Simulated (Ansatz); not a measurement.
Starting cell, BiRh (NiAs type):

```
CELL_PARAMETERS angstrom
      4.11118     0.00000     0.00000
     -2.05559     3.56038     0.00000
      0.00000     0.00000     5.63649
ATOMIC_POSITIONS crystal
  Bi 0.33333 0.66667 0.25000
  Bi 0.66667 0.33333 0.75000
  Rh 0.00000 0.00000 0.50000
  Rh 0.00000 0.00000 0.00000
```

In this cell atom 2 (Bi, nearest neighbour Rh at 2.760 Å; its periodic images, 4.1 Å or more away, move with it) is moved by s along Cartesian [111], unit vector (0.577, 0.577, 0.577); all other atoms and the cell stay fixed.

These are PBEsol (plane waves to 420 eV, PAW, scalar-relativistic; Ansatz, an electronic-structure program) values and carry that method's errors. k mesh 11×11×7 (Γ-centred), Fermi-Dirac smearing 0.05 eV. E stands for the smeared free energy. With partly filled bands, energies and forces of such displacements shift with the k mesh and the smearing. BiRh is run without spin polarisation. BiRh was relaxed with its symmetry unable to fall. Spin-orbit coupling is left out, though Bi is heavy. ΔE is measured from the undisplaced structure. The last digit holds for this mesh only.

```tsv
s (Å)	ΔE (meV/cell)
-0.550	1809.7
-0.440	1016.1
-0.330	511.6
-0.220	207.8
-0.110	48.5
0.000	0.0
0.110	45.2
0.220	180.1
0.330	410.6
0.440	750.2
0.550	1218.3
```

Q: What force constant k = d²E/ds² at s = 0 does the table give?

A: 7.6 eV/Å². It is the second difference of the nearest points, corrected with the next pair.

Q: With k = 7.65 eV/Å² from the forces, is the well harmonic out to s = 0.550 Å?

A: ½ks² = 1158 meV/cell against the computed 1218 meV/cell, so the well is stiffer than harmonic there.

(A displaced cell: forces are minus the slopes of the energy, force constants its curvatures, and phonons follow from these.)
